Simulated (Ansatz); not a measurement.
## CaHN: the gap under strain

CaHN, I4mm, a = 3.522 Å, c = 5.658 Å. The structure is a Materials Project entry; whether it is the stable form wasn't checked. Ansatz: r2SCAN, PAW, 500 eV, Γ-centred 6×6×4 mesh on 6 atoms, Gaussian smearing 0.02 eV; no spin polarisation. Series: strain along c alone, the other axes held, atoms relaxed; x is the strain in per cent. The gap is sought over the whole zone.

```tsv
x (%)	gap y (eV)
-4.5	3.197
-3.0	3.036
-1.5	2.890
0.0	2.756
1.5	2.636
3.0	2.522
4.5	?
```

Question: Fit y = E0 + c1 x + c2 x² to the other rows, give the deformation potential for this strain, and predict the missing gap.

Answer: Least squares on the rows shown. y = 2.7561 − 0.085660 x + 0.0026905 x². The deformation potential is 100 c1 = -8.57 eV per unit strain. At x = 4.5 the fit asked for gives 2.425 eV. The run gave 2.414 eV, so the fit is 0.011 eV too high, 1.4 % of the span of the series, against an rms of 0.001 eV on the fitted rows. The row lies outside the fitted range. With a term in x³ added, a fit to the same known rows predicts 2.416 eV, so most of the miss is curvature that the known rows already hold.

Semilocal functionals give gaps under the measured ones; changes of the gap mostly carry over better.